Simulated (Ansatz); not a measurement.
Consider the following.

Starting cell, Bi (A7 type, space group R-3m):

```
CELL_PARAMETERS angstrom
      2.26661     1.30863     3.88456
     -2.26661     1.30863     3.88456
      0.00000    -2.61726     3.88456
ATOMIC_POSITIONS crystal
  Bi 0.23718 0.23718 0.23718
  Bi 0.76282 0.76282 0.76282
```

In this cell atom 1 (Bi, nearest neighbour Bi at 3.091 Å; its periodic images, 4.5 Å or more away, move with it) is moved by s towards the nearest neighbour, unit vector (-0.733, 0.423, -0.532); all other atoms and the cell stay fixed.

The numbers are results of PBE-D3(BJ) (plane waves to 420 eV, PAW, scalar-relativistic; Ansatz, a program for electronic structure), not measurements. k mesh 10×10×10 (Γ-centred), Fermi-Dirac smearing 0.05 eV. E stands for the smeared free energy. With partly filled bands, energies and forces of such displacements shift with the k mesh and the smearing. Bi was relaxed with its symmetry unable to fall. Spin-orbit coupling is left out, though Bi is heavy. The zero of ΔE is the undisplaced structure.

The scan covers s from -0.620 to 0.620 Å in 11 points.

Is the energy the same for displacements of ±0.620 Å, and if not, which side lies higher?

Not even: the positive side lies higher at ±0.620 Å. With its periodic images moving along, the atom's site symmetry in this cell is 3m.

What is the energy change at s = 0.620 Å?

1407 meV/cell.

What is the force constant k = d²E/ds² of this move at s = 0?

2.14 eV/Å².

(A displaced cell: forces are minus the slopes of the energy, force constants its curvatures, and phonons follow from these.)
